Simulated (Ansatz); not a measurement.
CuI$_{2}$:
```cif
data_CuI2
_chemical_formula_sum 'Cu1 I2'
_space_group_name_H-M_alt 'P-3m1'
_space_group_IT_number 164
_space_group_name_Hall '-P 3 2"'
_cell_length_a 3.95653
_cell_length_b 3.95653
_cell_length_c 6.53960
_cell_angle_alpha 90.000
_cell_angle_beta 90.000
_cell_angle_gamma 120.000
loop_
_atom_site_label
_atom_site_type_symbol
_atom_site_symmetry_multiplicity
_atom_site_Wyckoff_symbol
_atom_site_fract_x
_atom_site_fract_y
_atom_site_fract_z
_atom_site_occupancy
Cu1 Cu 1 a 0.00000 0.00000 0.00000 1
I1 I 2 d 0.33333 0.66667 0.23938 1
```
The run is spin-polarised, in the one order tried: ferromagnetic.

Relaxed at zero pressure with the program Ansatz at the r²SCAN+D4 level (PAW).

### Question
The volume is raised by 3 % and shape and atoms relax at that volume. What pressure results, and how do the axes share the change?

### Answer
-0.5 GPa; a 0.3 %, b 0.3 %, c 2.3 %; the energy rises by 1 meV/atom.

### Question
Give the new structure.

### Answer

Space group P-3m1 (No. 164); a = b = 3.9702 Å, c = 6.6893 Å, α = β = 90.00°, γ = 120.00°

```tsv
atom	site	symmetry	x	y	z
Cu	1a	-3m.	0.0000	0.0000	0.0000
I	2d	3m.	0.3333	0.6667	0.2344
```

The phase is kept; no other phase was compared at this pressure.

The start of the workflow was typed in or built on a structure type; neither database checked (COD, Materials Project) lists it. Whether it is the stable phase at ambient conditions was not checked. The cell was relaxed with r²SCAN+D4 under the symmetry of its start; whether a distortion lowers the energy is not shown. The final state is ferromagnetic, the only order run, not a proven ground state. The cell computed holds one magnetic atom, so no antiferromagnetic order was within reach. Other orbital occupations within this spin state were not tried. No Hubbard U is applied. Scalar-relativistic: spin–orbit coupling is off unless named, which matters more the heavier the elements.

Potentials: the earlier of the program's two PAW sets.
